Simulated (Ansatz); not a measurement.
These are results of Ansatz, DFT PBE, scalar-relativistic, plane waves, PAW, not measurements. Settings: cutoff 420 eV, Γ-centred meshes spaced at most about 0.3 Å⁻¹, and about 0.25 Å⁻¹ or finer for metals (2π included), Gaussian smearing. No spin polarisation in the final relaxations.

Temperature and zero-point effects are left out.

Compare these two cells of KI₂, each relaxed at this level.

A.

```yaml
crystal:
  lattice:
    - [0.00000, 4.27389, 4.27389]
    - [4.27389, 0.00000, 4.27389]
    - [4.27389, 4.27389, 0.00000]
  atoms:
    - { symbol: K, position: [0.75000, 0.75000, 0.75000] }
    - { symbol: I, position: [0.25000, 0.25000, 0.25000] }
    - { symbol: I, position: [0.50000, 0.50000, 0.50000] }
```

B.

```yaml
crystal:
  lattice:
    - [2.10253, 1.21389, 9.48816]
    - [-2.10253, 1.21389, 9.48816]
    - [0.00000, -2.42779, 9.48816]
  atoms:
    - { symbol: K, position: [0.00000, 0.00000, 0.00000] }
    - { symbol: I, position: [0.75442, 0.75442, 0.75442] }
    - { symbol: I, position: [0.24558, 0.24558, 0.24558] }
```

Question: Which is lower in energy, and by how much?

Answer: A is lower, by 25 meV/atom. A has space group F-43m (No. 216), 52.0 Å³/atom and no gap on its mesh; B has space group R-3m (No. 166), 48.4 Å³/atom and no gap. Counting I atoms around K (those within 1.25 times the shortest such distance or 1.15 times the sum of covalent radii; a plus sign parts nearer from farther groups), A has K 4+6 and B has K 6. Both come from invented guesses. A third cell relaxed alike, in P4/mmm, lies 298 meV/atom below the lower of the two.

No dispersion correction is applied, so the spacing and binding between layers, chains or molecules are poorly described (R-3m), and this can change margins and order among such cells. These runs have no spin–orbit coupling, which can matter for I. In F-43m, R-3m an odd number of electrons in the primitive cell allows no gap without spin; a larger cell or a magnetic state could open one. A magnetic state wasn't ruled out in cells without spin, among them F-43m, R-3m. Cells relaxed within their symmetry can be saddle points.
